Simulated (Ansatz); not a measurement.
Data:

MnBr$_{2}$:
```
MnBr2
1.0
    3.84955     0.00000     0.00000
   -1.92477     3.33381     0.00000
    0.00000     0.00000     6.30699
Mn Br
1 2
Direct
  0.00000   0.00000   0.00000
  0.33333   0.66667   0.23942
  0.66667   0.33333   0.76058
```
The run is spin-polarised.

This is the r²SCAN+D4-relaxed structure.

**Question.** All from r²SCAN+D4 (plane waves, PAW; program Ansatz), unless another level is named. Predict the net moment.

**Answer.** 1.67 μB per atom.

**Question.** Next, the Bader charges?

**Answer.** Mn +1.33, Br -0.66 e.

Space group P-3m1 (CdI2 type). The workflow started from a Materials Project entry (that database holds measured and hypothetical structures alike); the Crystallography Open Database files this formula in space group No. 164, but the cells were not matched. Whether it is the stable phase at ambient conditions was not checked. The cell was relaxed with r²SCAN+D4 under the symmetry of its start; its stability against distortions is not shown here. The final state is ferromagnetic, chosen from 5 collinear starts compared on coarse meshes (ties went to the first, and starts can fall back to one state), not a proven ground state. Other orbital occupations within this spin state were not tried. No Hubbard U is applied.

Potentials: the later of the program's two PAW sets.
